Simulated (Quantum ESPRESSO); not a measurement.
Pd3Hf2NbSn2, input and log of a self-consistent run

Simulated, not a measurement. The program is pw.x of Quantum ESPRESSO 7.5 (plane-wave density functional theory). The cell is made up: eight metal atoms on a face-centred cubic lattice, with elements, volume, strain and displacements drawn at random and not relaxed, so it may be unstable or far from any real phase. PseudoDojo standard norm-conserving files set the functional (PBE unless stated); there is no spin polarisation or spin-orbit coupling, the Fermi-Dirac width of 0.25 eV means electrons at about 2900 K, and the masses in the input are unused placeholders. The tin pseudopotential is less sure than most, with forces differing by about three percent from a second method on plain tin. Heavy elements are run without spin-orbit coupling, which real alloys of them have. A spin test at this wide smearing found no moment, but such smearing suppresses magnetism that the real alloy may have.

Input:

```
&control calculation='scf', pseudo_dir='./dojo.nc.sr.pbe.v0_5.standard.upf', outdir='./o', disk_io='minimal', tprnfor=.true., tstress=.true. /
&system ibrav=0, nat=8, ntyp=4, nbnd=76, ecutwfc=82.02448710, nosym=.true., tot_charge=0,
 occupations='smearing', smearing='fd', degauss=0.0183746611
/
&electrons conv_thr=1.470e-08, electron_maxstep=70, mixing_beta=0.5 /
ATOMIC_SPECIES
Hf 1.0 Hf.upf
Nb 1.0 Nb.upf
Pd 1.0 Pd.upf
Sn 1.0 Sn.upf
CELL_PARAMETERS angstrom
-4.2266 -0.0558 0.0048
-2.1667 -4.3027 -2.0719
-2.1764 -4.4411 6.5022
ATOMIC_POSITIONS angstrom
Pd -0.0191 -0.0286 0.0386
Hf -2.1411 -4.4444 2.1554
Pd -2.1384 -2.1555 0.0353
Nb -4.4199 -6.5386 2.2866
Sn -4.1954 -4.4728 4.3559
Pd -4.2526 -4.4306 0.0058
Hf -4.2266 -2.2608 2.1441
Sn -6.3823 -6.6198 4.3181
K_POINTS automatic
6 5 3 1 1 1
```

The log is shortened where brackets say so; the opening notice, blank lines, dates and the lines on written files are dropped, and the path of the files is cut. It prints rydbergs, bohrs and kilobars, and counts compression as positive stress. Its total energy is the free energy E - TS of the whole cell.

```
     Program PWSCF v.7.5
     Parallel version (MPI & OpenMP), running on       4 processor cores
     Number of MPI processes:                 4
     Threads/MPI process:                     1
     [start-up lines left out]
     bravais-lattice index     =            0
     lattice parameter (alat)  =       7.9878  a.u.
     unit-cell volume          =    1053.4303 (a.u.)^3
     number of atoms/cell      =            8
     number of atomic types    =            4
     number of electrons       =       119.00
     number of Kohn-Sham states=           76
     kinetic-energy cutoff     =      82.0245  Ry
     charge density cutoff     =     328.0979  Ry
     scf convergence threshold =      1.5E-08
     mixing beta               =       0.5000
     number of iterations used =            8  plain     mixing
     Exchange-correlation= PBE
                           (   1   4   3   4   0   0   0)
     [axes and pseudopotential details left out]
   Cartesian axes
     site n.     atom                  positions (alat units)
         1        Pd     tau(   1) = (  -0.0045186  -0.0067661   0.0091318  )
         2        Hf     tau(   2) = (  -0.5065329  -1.0514385   0.5099160  )
         3        Pd     tau(   3) = (  -0.5058942  -0.5099396   0.0083511  )
         4        Nb     tau(   4) = (  -1.0456424  -1.5468760   0.5409547  )
         5        Sn     tau(   5) = (  -0.9925310  -1.0581572   1.0305015  )
         6        Pd     tau(   6) = (  -1.0060632  -1.0481737   0.0013721  )
         7        Hf     tau(   7) = (  -0.9999122  -0.5348511   0.5072427  )
         8        Sn     tau(   8) = (  -1.5098992  -1.5660860   1.0215589  )
     number of k points=    45  Fermi-Dirac smearing, width (Ry)=  0.0184
                       cart. coord. in units 2pi/alat
        k(    1) = (  -0.0823543  -0.0719908   0.0316110), wk =   0.0444444
        k(    2) = (  -0.0848142   0.0862812  -0.2944990), wk =   0.0444444
     [further k points left out]
     Dense  grid:   105731 G-vectors     FFT dimensions: (  48,  60,  90)
     Estimated max dynamical RAM per process >     381.86 MB
     Estimated total dynamical RAM >       1.42 GB
     Initial potential from superposition of free atoms
     starting charge     118.9904, renormalised to     119.0000
     Starting wfcs are   75 randomized atomic wfcs +    1 random wfcs
     total cpu time spent up to now is        4.1 secs
     per-process dynamical memory:   296.9 Mb
     Self-consistent Calculation
     iteration #  1     ecut=    82.02 Ry     beta= 0.50
     Davidson diagonalization with overlap
     ethr =  1.00E-02,  avg # of iterations =  3.0
     total cpu time spent up to now is       14.1 secs
     total energy              =   -1464.53974705 Ry
     estimated scf accuracy    <      21.18925387 Ry
     iteration #  2     ecut=    82.02 Ry     beta= 0.50
     Davidson diagonalization with overlap
     ethr =  1.00E-02,  avg # of iterations =  4.4
     total cpu time spent up to now is       27.1 secs
     total energy              =   -1472.23216757 Ry
     estimated scf accuracy    <     124.58454742 Ry
     iteration #  3     ecut=    82.02 Ry     beta= 0.50
     Davidson diagonalization with overlap
     ethr =  1.00E-02,  avg # of iterations =  4.8
     total cpu time spent up to now is       39.5 secs
     total energy              =   -1478.64830580 Ry
     estimated scf accuracy    <      10.55707543 Ry
     iteration #  4     ecut=    82.02 Ry     beta= 0.50
     Davidson diagonalization with overlap
     ethr =  8.87E-03,  avg # of iterations =  1.8
     total cpu time spent up to now is       47.8 secs
     total energy              =   -1478.68481759 Ry
     estimated scf accuracy    <       3.95868057 Ry
     iteration #  5     ecut=    82.02 Ry     beta= 0.50
     Davidson diagonalization with overlap
     ethr =  3.33E-03,  avg # of iterations =  1.8
     total cpu time spent up to now is       56.3 secs
     total energy              =   -1478.52958633 Ry
     estimated scf accuracy    <       1.88801740 Ry
     [iterations 6 to 11 left out]
     iteration # 12     ecut=    82.02 Ry     beta= 0.50
     Davidson diagonalization with overlap
     ethr =  1.15E-07,  avg # of iterations =  2.0
     total cpu time spent up to now is      120.7 secs
     total energy              =   -1478.56355701 Ry
     estimated scf accuracy    <       0.00014225 Ry
     iteration # 13     ecut=    82.02 Ry     beta= 0.50
     Davidson diagonalization with overlap
     ethr =  1.15E-07,  avg # of iterations =  1.1
     total cpu time spent up to now is      128.6 secs
     total energy              =   -1478.56357147 Ry
     estimated scf accuracy    <       0.00000320 Ry
     iteration # 14     ecut=    82.02 Ry     beta= 0.50
     Davidson diagonalization with overlap
     ethr =  2.69E-09,  avg # of iterations =  2.0
     total cpu time spent up to now is      138.0 secs
     total energy              =   -1478.56357194 Ry
     estimated scf accuracy    <       0.00000107 Ry
     iteration # 15     ecut=    82.02 Ry     beta= 0.50
     Davidson diagonalization with overlap
     ethr =  8.99E-10,  avg # of iterations =  1.6
     total cpu time spent up to now is      146.3 secs
     total energy              =   -1478.56357206 Ry
     estimated scf accuracy    <       0.00000007 Ry
     iteration # 16     ecut=    82.02 Ry     beta= 0.50
     Davidson diagonalization with overlap
     ethr =  6.12E-11,  avg # of iterations =  2.0
     total cpu time spent up to now is      155.2 secs
     End of self-consistent calculation
     [lines on levels left out]
!    total energy              =   -1478.56357206 Ry
     estimated scf accuracy    <          9.0E-09 Ry
     smearing contrib. (-TS)   =      -0.09345825 Ry
     internal energy E=F+TS    =   -1478.47011382 Ry
     The total energy is F=E-TS. E is the sum of the following terms:
     one-electron contribution =    -487.23015834 Ry
     hartree contribution      =     312.73789232 Ry
     xc contribution           =    -298.45899895 Ry
     ewald contribution        =   -1005.51884884 Ry
     convergence has been achieved in  16 iterations
     Forces acting on atoms (cartesian axes, Ry/au):
     atom    1 type  3   force =     0.00537303    0.00035241   -0.01217623
     atom    2 type  1   force =    -0.00689442    0.03620440   -0.02668509
     atom    3 type  3   force =     0.00076126   -0.01663471    0.00665681
     atom    4 type  2   force =     0.04660580   -0.01846269   -0.02950788
     atom    5 type  4   force =    -0.02479084    0.02782221    0.01618156
     atom    6 type  3   force =    -0.00241883    0.00062648    0.02997975
     atom    7 type  1   force =    -0.00957135    0.02295305   -0.06961943
     atom    8 type  4   force =    -0.00906466   -0.05286115    0.08517050
     Total force =     0.155255     Total SCF correction =     0.000496
     Computing stress (Cartesian axis) and pressure
          total   stress  (Ry/bohr**3)                   (kbar)     P=      -20.98
  -0.00027654  -0.00008488  -0.00003589          -40.68      -12.49       -5.28
  -0.00008488   0.00012346   0.00025739          -12.49       18.16       37.86
  -0.00003589   0.00025739  -0.00027480           -5.28       37.86      -40.42
     init_run     :      3.92s CPU      4.06s WALL (       1 calls)
     electrons    :    148.16s CPU    151.08s WALL (       1 calls)
     forces       :      1.59s CPU      1.61s WALL (       1 calls)
     stress       :      5.46s CPU      5.46s WALL (       1 calls)
     [timing details left out]
     PWSCF        :   2m39.20s CPU   2m42.33s WALL
     JOB DONE.
```

In other units: free energy -20116.882 eV for the cell, pressure -2.10 GPa, largest force component 2.190 eV/Å in size. The run took 164 s of wall time with four MPI processes on a shared machine (AMD EPYC, Zen 5, virtual cores), so the time is rough. A rerun of this cell at a higher cutoff and on a denser mesh moved values by no more than 0.004 eV in energy, 0.02 GPa in stress and 0.003 eV/Å in force, and a second program with other atomic files agreed on that cell to 2 % rms in force and 0.5 GPa in pressure.